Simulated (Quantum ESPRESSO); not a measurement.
**Band energies of K2PdC2**

```xyz
5
Lattice="5.1182 0.0000 0.0000 -2.5591 4.4325 0.0000 0.0000 0.0000 5.2581" Properties=species:S:1:pos:R:3 pbc="T T T"
C      0.0000     0.0000     3.2611
C      0.0000     0.0000     1.9970
K      2.5591     1.4775     3.7869
K      0.0000     2.9550     1.4712
Pd     0.0000     0.0000     0.0000
```

LDA (pw.x of Quantum ESPRESSO, ONCV potentials, no spin-orbit coupling); path ΓMKΓALHA,LM,KH; energies in eV from the valence-band maximum.

| k (1/Å) | point | band 18 | band 19 | band 20 | band 21 | band 22 | band 23 | band 24 | band 25 |
|---|---|---|---|---|---|---|---|---|---|
| 0.00 | Γ | -1.90 | -1.90 | -1.55 | -1.13 | -1.13 | 4.00 | 4.39 | 5.22 |
| 0.47 |  | -1.94 | -1.87 | -1.20 | -1.06 | -0.76 | 2.76 | 3.68 | 4.77 |
| 0.71 | M | -1.96 | -1.86 | -1.23 | -1.04 | -0.52 | 2.42 | 3.55 | 4.60 |
| 1.12 | K | -1.90 | -1.90 | -1.11 | -1.11 | -0.45 | 2.78 | 2.78 | 5.10 |
| 1.53 |  | -1.93 | -1.88 | -1.16 | -1.10 | -0.88 | 2.98 | 3.68 | 4.93 |
| 1.94 | Γ | -1.90 | -1.90 | -1.55 | -1.13 | -1.13 | 4.00 | 4.39 | 5.22 |
| 2.14 |  | -1.50 | -1.31 | -1.31 | -1.12 | -1.12 | 3.84 | 4.25 | 4.25 |
| 2.53 | A | -1.39 | -1.14 | -1.14 | 0.00 | 0.00 | 2.64 | 2.64 | 3.58 |
| 3.07 |  | -1.19 | -1.06 | -0.89 | -0.05 | -0.02 | 1.54 | 2.82 | 4.42 |
| 3.24 | L | -1.19 | -1.05 | -0.77 | -0.05 | -0.03 | 1.34 | 2.85 | 4.63 |
| 3.45 |  | -1.16 | -1.06 | -0.75 | -0.06 | -0.05 | 1.51 | 2.49 | 4.73 |
| 3.65 | H | -1.10 | -1.10 | -0.72 | -0.07 | -0.07 | 1.92 | 1.92 | 4.78 |
| 3.92 |  | -1.14 | -1.10 | -0.88 | -0.06 | -0.03 | 1.71 | 2.50 | 4.48 |
| 4.20 |  | -1.25 | -1.14 | -1.10 | -0.02 | -0.01 | 2.22 | 2.68 | 3.90 |
| 4.47 | A | -1.39 | -1.14 | -1.14 | 0.00 | 0.00 | 2.64 | 2.64 | 3.58 |
| 4.47 | L | -1.19 | -1.05 | -0.77 | -0.05 | -0.03 | 1.34 | 2.85 | 4.63 |
| 4.87 |  | -1.46 | -1.26 | -1.21 | -1.04 | -0.55 | 2.32 | 3.69 | 4.12 |
| 5.07 | M | -1.96 | -1.86 | -1.23 | -1.04 | -0.52 | 2.42 | 3.55 | 4.60 |
| 5.07 | K | -1.90 | -1.90 | -1.11 | -1.11 | -0.45 | 2.78 | 2.78 | 5.10 |
| 5.22 |  | -1.57 | -1.57 | -1.10 | -1.10 | -0.47 | 2.76 | 2.76 | 4.76 |
| 5.67 | H | -1.10 | -1.10 | -0.72 | -0.07 | -0.07 | 1.92 | 1.92 | 4.78 |

The LDA gap is indirect, 1.34 eV, from A to L; the smallest direct gap is 1.37 eV.

Spin-orbit splittings are left out.

Geometry of the Materials Project entry, not relaxed at this level.

The structure is a Materials Project entry; no match was found in the copy of COD used, and its stability was not checked.
